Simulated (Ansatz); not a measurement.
input.yaml (Ansatz)

```yaml
crystal:
  lattice:
    - [5.3624835772, 0.0, 0.0]
    - [0.0, 5.3624835772, 0.0]
    - [0.0, 0.0, 5.3624835772]
  atoms:
    - { symbol: Ta, position: [0.0, 1.0, 1.0] }
    - { symbol: Ta, position: [0.5, 0.5, 0.5] }
    - { symbol: Ta, position: [0.25, 0.0, 0.5] }
    - { symbol: Ta, position: [0.75, 1.0, 0.5] }
    - { symbol: Ta, position: [0.5, 0.25, 1.0] }
    - { symbol: Ta, position: [0.5, 0.75, 1.0] }
    - { symbol: Ta, position: [0.0, 0.5, 0.25] }
    - { symbol: Ta, position: [0.0, 0.5, 0.75] }
hamiltonian:
  xc: blyp
  pseudopotentials:
    kind: paw
    azcp:
      Ta: "pseudopotentials/Ta.paw.azcp"
basis:
  ecutwfc: 420
  fft_grid_basis: typed
kpoints:
  mp_grid: { grid: [6, 6, 6], shift: [0, 0, 0] }
magnetization:
  spin_polarized: false
scf:
  occupations: { method: fermi_dirac, width: 0.1 }
output:
  write_density: true
  write_potential: true
  elf: true
  volumetric_format: npy
```

Output

```
Engine: ansatz 0.2.0, aarch64-unknown-linux-gnu
Pseudopotentials: kind: paw
Pseudopotential: Ta, paw, valence charge 13, recommended cutoff 420 eV (normal) 
Functional definition: BLYP
  parameter beta = 0.0042
  parameter a = 0.04918
  parameter b = 0.132
  parameter c = 0.2533
  parameter d = 0.349
  exchange = b88_x(beta = beta)
  correlation = lyp_c(a = a, b = b, c = c, d = d)
Crystal: 8 atoms, lattice volume = 154.205 Å³
Basis set: ecut = 420 eV, 2969 PW (Γ), exchange–correlation on 72×72×72 points (8 copies of the dense FFT grid, shifted against one another)
Bands: 63, of which v1, the nominal top of the filled ones, is band 52 counted from 1 (51 counted from 0)
Symmetry: 48 space group operations
Space group: Pm-3n (ITA 223), of the structure as read, at distance tolerance 5.4e-5 Å
k-points: 20 of 216
Non-local potential: Ta, projectors of the file, l = 0: 3, l = 1: 2, l = 2: 2, l = 3: 1
PAW form: soft (Blöchl's): semilocal exchange-correlation on the pseudo side does not see the compensation charge
PAW frozen core: Ta, regenerated for the run's functional, and the local potential with it (the file was generated under x = pbe(κ = 0.804, μ = 0.2195149727645171), c = pbe(β = 0.06672455060314922))
PAW one-centre angular grid: Ta, 590 points (default); XC on 64 Gauss nodes
Initial density: superposition of atomic densities (neutral atoms: chi_scale 0, normalization atom), corrected by the library's trained network
Initial wavefunctions: pseudopotential atomic-orbital guess
Functional: x = b88, c = lyp
SCF iter   1: F=—  HF=-79648.744377 eV  |F-HF|=—  |Δ(HF+E_count)|=         —  Δρ=6.35e-3  dr2=7.09e-2  ethr=1.77e-3  ⟨swp⟩=5.7  Hψ=4845  notcnv=0
SCF iter   2: F=—  HF=-79648.737451 eV  |F-HF|=—  |Δ(HF+E_count)|=   6.93e-3  Δρ=3.83e-3  dr2=2.46e-2  ethr=6.81e-5  ⟨swp⟩=1.6  Hψ=1482  notcnv=0
SCF iter   3: F=—  HF=-79648.736537 eV  |F-HF|=—  |Δ(HF+E_count)|=   9.14e-4  Δρ=6.36e-4  dr2=6.53e-4  ethr=2.36e-5  ⟨swp⟩=2.9  Hψ=2412  notcnv=0
SCF iter   4: F=—  HF=-79648.736546 eV  |F-HF|=—  |Δ(HF+E_count)|=   9.68e-6  Δρ=8.37e-5  dr2=8.88e-6  ethr=6.27e-7  ⟨swp⟩=2.0  Hψ=1714  notcnv=0
SCF iter   5: F=—  HF=-79648.736654 eV  |F-HF|=—  |Δ(HF+E_count)|=   1.07e-4  Δρ=2.44e-5  dr2=6.93e-7  ethr=8.54e-9  ⟨swp⟩=2.0  Hψ=1724  notcnv=0
SCF iter   6: F=-79648.736654 eV  HF=-79648.736654 eV  |F-HF|=9.69e-9  |Δ(HF+E_count)|=   3.72e-7  Δρ=4.31e-6  dr2=2.21e-8  ethr=9.62e-11  ⟨swp⟩=6.6  Hψ=3619  notcnv=0
SCF 1 converged in 6 iterations: F = -79648.736654 eV  dr2 = 2.21e-8
SCF converged after 6 iterations
Free energy (F): -79648.736654 eV
Harris-Foulkes:  -79648.736654 eV  (|F-HF|=9.69e-9)
Internal energy: -79648.437334 eV  (E = F + TS)
E sigma→0 (E₀):  -79648.586994 eV
Entropy (-TS):   -0.299320 eV (-37.415 meV/atom)
Fermi energy:    17.838746 eV
--- Per-component energies (eV) ---
  E_band       = -933.209013
  E_kinetic    = 2916.732085
  E_local      = -4750.167898  (includes V_loc(G=0)·N_el)
  E_nonlocal   = 112.527219
  E_hartree    = 1637.950986
  E_xc         = -1714.820362
  E_vxc        = -1592.069934  (∫ρ·V_xc dr)
  E_paw        = -67390.526312  (= ΣΔE_a)
  E_vpaw       = -896.134852  (= ΣTr[D̂ρ^β])
  E_aug_tail   = 0.001468  (compensation charges beyond the density's cutoff)
  E_ewald      = -10462.012049
  E_core_change = 1.877530  (= ΣΔE_core)
  E_smearing   = -0.299320  (= −TS)
  E_closure    = 0.000000  (closes the sum)
  Σ components = -79648.736654   (vs F -79648.736654, Δ=0.00e0)
--- Band table (eV; the first three rows and the last of 20) ---
  k-point 0: bands = ["-49.6224", "-49.5764", "-49.5764", "-49.5219", "-49.4993", "-49.4748", "-49.4748", "-49.4748", "-16.8285", "-16.8285", "-16.7202", "-16.4812", "-16.4812", "-16.4812", "-16.2673", "-16.2673", "-16.2673", "-15.9945", "-15.9945", "-15.9945", "-15.9178", "-15.9178", "-15.9178", "-15.8210", "-15.8210", "-15.8210", "-15.7849", "-15.7849", "-15.7849", "-15.4097", "-15.4097", "-15.4097", "10.2521", "13.7065", "13.7065", "14.4253", "15.2797", "15.2797", "15.2797", "15.8737", "16.0374", "16.0374", "16.0374", "16.5503", "16.5503", "16.5503", "16.8277", "16.8476", "16.8476", "16.8476", "17.1103", "17.1103", "17.8916", "17.8916", "18.6583", "18.6583", "18.6583", "20.6674", "20.6674", "20.6674", "20.6762", "20.6762", "20.7507"]
  k-point 1: bands = ["-49.6177", "-49.5777", "-49.5714", "-49.5230", "-49.5007", "-49.4809", "-49.4748", "-49.4748", "-16.8351", "-16.7958", "-16.6824", "-16.4752", "-16.4752", "-16.4345", "-16.2867", "-16.2867", "-16.2268", "-15.9894", "-15.9828", "-15.9828", "-15.9392", "-15.9392", "-15.9230", "-15.8423", "-15.8344", "-15.8003", "-15.8003", "-15.7806", "-15.7806", "-15.5086", "-15.4109", "-15.4109", "10.4776", "13.5619", "13.9290", "14.0942", "15.2186", "15.2186", "15.7246", "15.7397", "15.9105", "15.9105", "16.0657", "16.2608", "16.4068", "16.6011", "16.6011", "16.7083", "17.0737", "17.0737", "17.4810", "17.5262", "17.9138", "17.9625", "18.6054", "18.6054", "18.9227", "19.7151", "20.5282", "20.5282", "20.6404", "20.7160", "21.0032"]
  k-point 2: bands = ["-49.6059", "-49.5827", "-49.5574", "-49.5267", "-49.5037", "-49.4952", "-49.4748", "-49.4748", "-16.8410", "-16.8048", "-16.4718", "-16.4638", "-16.4638", "-16.3167", "-16.3167", "-16.3062", "-16.1304", "-16.0046", "-16.0046", "-15.9755", "-15.9689", "-15.9371", "-15.9313", "-15.9313", "-15.9047", "-15.7765", "-15.7765", "-15.7691", "-15.7680", "-15.7680", "-15.4135", "-15.4135", "11.1102", "12.9829", "13.8126", "14.2048", "15.0741", "15.0741", "15.5102", "15.7479", "15.7479", "15.9400", "16.1497", "16.3921", "16.4852", "16.7064", "16.7625", "16.7625", "17.4664", "17.5593", "17.5593", "17.5742", "17.9642", "18.3683", "18.4241", "18.4241", "19.0442", "19.5381", "20.0543", "20.0543", "20.5626", "20.9336", "21.3003"]
  k-point 19: bands = ["-49.5298", "-49.5298", "-49.5298", "-49.5298", "-49.5298", "-49.5298", "-49.5220", "-49.5220", "-16.3458", "-16.3458", "-16.3458", "-16.3458", "-16.3458", "-16.3458", "-16.1935", "-16.1935", "-16.0107", "-16.0107", "-16.0107", "-16.0107", "-16.0107", "-16.0107", "-15.9647", "-15.9647", "-15.9647", "-15.9647", "-15.8709", "-15.8709", "-15.8709", "-15.8709", "-15.8709", "-15.8709", "14.2925", "14.2925", "14.2925", "14.2925", "14.2925", "14.2925", "14.5415", "14.5415", "16.2003", "16.2003", "16.2003", "16.2003", "17.0093", "17.0093", "17.0093", "17.0093", "17.0093", "17.0093", "17.7185", "17.7185", "17.7185", "17.7185", "17.7185", "17.7185", "20.4268", "20.4268", "20.4268", "20.4268", "20.4268", "20.4268", "21.8551"]
```

Launched by

```sh
ansatz run input.yaml --threads 4 --pin off --max-ram 8192MiB --backend cpu --events-out ev --progress --plain --runs-dir out
```

On 4 threads of Arm Neoverse V1 (shared host) this took about 3.3 s of wall time and 12 s of CPU time, with 0.57 GiB at the peak.
